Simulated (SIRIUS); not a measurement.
A self-consistent single point of Mo (Im-3m, 2 atoms in the cell; from Materials Project mp-129, changed as shown) with SIRIUS.

Computed with LDA (PW92), GBRV LDA ultrasoft pseudopotentials (plane waves; SIRIUS 7.12.0).

The change in words: lattice scaled by 1.02. Reference geometry (Im-3m):
```yaml
crystal:
  lattice:
    - [3.16762, 0.00000, 0.00000]
    - [0.00000, 3.16762, 0.00000]
    - [0.00000, 0.00000, 3.16762]
  atoms:
    - { symbol: Mo, position: [0.00000, 0.00000, 0.00000] }
    - { symbol: Mo, position: [0.50000, 0.50000, 0.50000] }
```

Reference input (self-consistent single point, DFT, LDA (PW92), plane waves, GBRV LDA ultrasoft pseudopotentials): parameters.ngridk = 14 14 14; parameters.xc_functionals = [XC_LDA_X, XC_LDA_C_PW]; parameters.gk_cutoff = 6.325 1/bohr; parameters.pw_cutoff = 14.143 1/bohr; parameters.smearing = fermi_dirac; parameters.smearing_width = 0.00183747 Ha; potentials = GBRV LDA ultrasoft pseudopotentials; parameters.electronic_structure_method = pseudopotential; parameters.num_bands = 18; parameters.num_mag_dims = 0; parameters.num_dft_iter = 100; parameters.energy_tol = 1e-07 Ha. This run's input differs from it in these lines:

```diff
@@ -32,5 +32,5 @@
     "lattice_vectors": [
-      [5.9859342669, 0.0, 0.0],
-      [0.0, 5.9859342669, 0.0],
-      [0.0, 0.0, 5.9859342669]
+      [6.1056521963, 0.0, 0.0],
+      [0.0, 6.1056521963, 0.0],
+      [0.0, 0.0, 6.1056521963]
     ],
@@ -44,3 +44,3 @@
         [0.0, 0.0, 0.0],
-        [2.9929671334, 2.9929671334, 2.9929671334]
+        [3.0528260982, 3.0528260982, 3.0528260982]
       ]
```

The program printed (abridged):

```
[find] density tolerance         : 1e-06
[find] total energy tolerance    : 1e-07
[find] iter_solver_tol (initial) : 0.01
[find] iter_solver_tol (target)  : 1e-13
[find] num_dft_iter              : 100
Charges and magnetic moments
--------------------------------------------------------------------------------
total charge          : 28.000000
[find] | SCF iteration   0 out of 100|
[diagonalize] iterative solver tolerance (occupied, empty): 0.01 0.01
[diagonalize] average number of iterations: 1.03333
[find] Charges and magnetic moments
[find] total charge          : 28.000000
[find] Energy
   [... lines left out ...]

[find] Charges and magnetic moments
[find] total charge          : 28.000000
[find] Energy
[find] smearing (-TS)                 :      -0.00051035
[find] Total energy                   :    -139.49345304 (Ha),    -278.98690609 (Ry)
[find] Free energy (E-TS)             :    -139.49396339 (Ha),    -278.98792679 (Ry)
[find] band gap (eV)                  :       0.00000000
[find] Efermi                         :       0.70878337
[find] iteration : 26, RMS (target) : 6.9667e-07 (1.0000e-06) , energy difference (target) : -7.5718e-10 (1.0000e-07)
[find] bands are converged : true
[find] iterative solver converged : false
[find] converged after 27 SCF iterations!
[find] Charges and magnetic moments
[find] total charge          : 28.000000
[find] Energy
[find] smearing (-TS)                 :      -0.00051035
[find] Total energy                   :    -139.49345304 (Ha),    -278.98690609 (Ry)
[find] Free energy (E-TS)             :    -139.49396339 (Ha),    -278.98792679 (Ry)
[find] band gap (eV)                  :       0.00000000
[find] Efermi                         :       0.70878337
[ground_state] === stress tensor components [kbar] ===
[ground_state] === stress_total ===
[ground_state]   263.116180    0.000000   -0.000000
[ground_state]     0.000000  263.116180   -0.000000
[ground_state]    -0.000000   -0.000000  263.116180
[ground_state] ==== total Forces in Ha/bohr =====
[ground_state] atom:    0, force:       0.0000000      0.0000000      0.0000000
[ground_state] atom:    1, force:       0.0000000      0.0000000      0.0000000
```

The run converged in 27 iterations. SIRIUS prints the stress tensor with tension positive. Against the reference run the free energy goes up by 124 meV/atom and the pressure goes from -14.35 to -26.31 GPa.

The structure comes from a collection of computed structures, made at another level of theory; the collection holds predicted forms beside known ones. At this pressure the cell is far from its equilibrium volume at this level.

Cost on one core: roughly 50 core-seconds.

The gap that the log prints is read on the run's mesh, which can miss the band edges or a crossing.
